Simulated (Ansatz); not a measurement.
## BiPb3C: rattling a relaxed structure

It was reached by relaxing an invented guess, and it needn't be the stable form of this composition.

Level of theory: Ansatz 0.2.0, DFT PBE, scalar-relativistic, plane waves, PAW. Cutoff 420 eV; k points 8×8×8 on the computed 5-atom cell (Γ-centred); Gaussian smearing, width 0.10 eV; no spin polarisation.

The cell below (5 atoms, space group Pm-3m (No. 221)) is relaxed within its symmetry.

```
Bi Pb C
1.0
     5.14861    0.00000    0.00000
     0.00000    5.14861    0.00000
     0.00000    0.00000    5.14861
Bi Pb C
1 3 1
Direct
  0.00000 0.00000 0.00000
  0.50000 0.00000 0.50000
  0.00000 0.50000 0.50000
  0.50000 0.50000 0.00000
  0.50000 0.50000 0.50000
```

For the test a repeat of it with 10 atoms (edges 5.15, 5.15, 10.30 Å) was strained at random (σ = 1.5 % a component), the atoms were moved at random (σ = 0.10 Å), and all was relaxed again on a coarse 4×4×2 mesh (in the run’s order of axes) with 0.20 eV smearing, with no symmetry imposed.

These runs have no spin–orbit coupling, which can matter for Bi and Pb. The cell is a metal run without spin; a magnetic state may lie lower.

Q: Is the structure stable against such a distortion?

A: It returns, within 1 meV/atom of the unmoved cell on that mesh and with the same symmetry when read at 0.1 Å (P1 at 0.01 Å, so small strains and shifts remain). So it is stable against the distortions that fit this cell and that this random move excites. Modes that don't fit the cell aren't tested.
